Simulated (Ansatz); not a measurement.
Moving the Hubbard U on La f, Mn d, Mo d in NaLaMnMoO6

```cif
data_structure
_symmetry_space_group_name_H-M 'P 1'
_symmetry_Int_Tables_number 1
_cell_length_a 5.5573
_cell_length_b 5.5979
_cell_length_c 8.0249
_cell_angle_alpha 90.000
_cell_angle_beta 90.444
_cell_angle_gamma 90.000
_cell_volume 249.64
loop_
_atom_site_label
_atom_site_type_symbol
_atom_site_fract_x
_atom_site_fract_y
_atom_site_fract_z
_atom_site_occupancy
Na1 Na 0.75008 0.51572 0.49924 1
Na2 Na 0.24992 0.01572 0.50076 1
La1 La 0.25715 0.95896 0.99937 1
La2 La 0.74285 0.45896 0.00063 1
Mn1 Mn 0.24767 0.48762 0.25607 1
Mn2 Mn 0.75233 0.98762 0.74393 1
Mo1 Mo 0.75559 0.99666 0.27090 1
Mo2 Mo 0.24441 0.49666 0.72910 1
O1 O 0.67335 0.97830 0.49061 1
O2 O 0.03402 0.81017 0.27726 1
O3 O 0.93353 0.28910 0.28026 1
O4 O 0.47817 0.20966 0.19922 1
O5 O 0.54435 0.73563 0.20079 1
O6 O 0.82956 0.01818 0.00392 1
O7 O 0.32665 0.47830 0.50939 1
O8 O 0.96598 0.31017 0.72274 1
O9 O 0.06647 0.78910 0.71974 1
O10 O 0.52183 0.70966 0.80078 1
O11 O 0.45565 0.23563 0.79921 1
O12 O 0.17044 0.51818 0.99608 1
```

The cell comes from a database or a generator and needn't be the stable form of this composition.

Kept alike: task projected density of states; functional PBE; k mesh 5 × 5 × 4; occupations fermi-dirac, width 0.05 eV; collinear spin, ferromagnetic start. Program: Ansatz, Ansatz PAW, cutoff 420 eV. The mesh is that of the run's cell of 20 atoms. No spin-orbit coupling.

| run | pressure (GPa) | largest site moment (μB) |
| --- | --- | --- |
| A | 4.80 | 4.14 |
| B | 3.73 | 4.10 |
| C | 2.61 | 4.04 |

Pressure is positive in compression, with a Pulay correction for the finite cutoff. How U acts hangs on the program's projectors. The runs hold the magnetic state that their start led to, which needn't be the lowest. Site moments count inside each atom's sphere or projector. U is the effective U - J on orthogonalised atomic projectors. Double counting: fully localised limit (the default).

Problem. The runs differ in the Hubbard U on La f, Mn d, Mo d alone: 4; 6; 8 eV. Which run is which?

Solution. Run A is 8 eV; run B is 6 eV; run C is 4 eV. The pressure rises from 2.61 to 4.80 GPa between 4 and 8 eV. U localises the shell and weakens its bonds, so the cell pushes outwards. The largest site moment rises from 4.04 to 4.14 μB between 4 and 8 eV. U favours whole occupations of the shell, which as a rule raises the local moment.
